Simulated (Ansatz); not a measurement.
This guess for AlB2As3 is about to be relaxed.

```
Al B As
1.0
     3.63648    0.00000    0.00000
    -1.81824    3.14929    0.00000
     0.00000    0.00000   17.92933
Al B As
2 4 6
Direct
  0.33333 0.66667 0.66689
  0.66667 0.33333 0.83356
  0.33333 0.66667 0.00023
  0.33333 0.66667 0.33356
  0.66667 0.33333 0.16689
  0.66667 0.33333 0.50023
  0.33333 0.66667 0.12511
  0.33333 0.66667 0.45844
  0.33333 0.66667 0.79177
  0.66667 0.33333 0.29177
  0.66667 0.33333 0.62511
  0.66667 0.33333 0.95844
```

Level of theory: DFT PBE, scalar-relativistic, plane waves, PAW (Ansatz 0.2.0). Cutoff 420 eV, Gaussian smearing, Γ-centred meshes. Cell and atoms relax first on a coarse mesh and then on a converged one. In between, the cell is made exact in the group found at 0.06 Å. The steps can't lower the symmetry of their start. No spin polarisation.

A guess keeps its type if space group and coordination stay and the shape of the cell changes little (axis ratios within about 15 %, angles within 6°); the volume may change.

Problem. Does it keep its structure type, or change into something else?

Solution. It keeps its type. The symmetry stays P3m1 (No. 156). The volume per atom shrinks by 1.6 %, from 17.1 to 16.8 Å³. The shortest distance goes from 2.23 Å (Al–As and B–As) to 2.09 Å (B–As). The ratio c/a of the conventional cell changes by a factor of 1.03. Counting neighbours within 15 % of an atom's shortest distance, the start has Al 4, As 4, B 4 and the end Al 4, As 4, B 4.

The zero of energy is the elements' standard structures at the same level; no fitted shifts are applied.

Problem. At what energy does it end?

Solution. +0.024 eV/atom. The formation energy is too near zero to say whether this cell lies below the elements.

The last run used a 12×12×2 mesh (in the run's order of axes) for its 12-atom cell and Gaussian smearing of 0.01 eV. The reference form of As is held partly by dispersion forces, which this level lacks. Symmetry constrained the relaxation, so the result can be a saddle point. Another cell of AlB2As3 relaxed alike, in I-4m2, lies 27 meV/atom lower, so this cell isn't the stable form at this level.
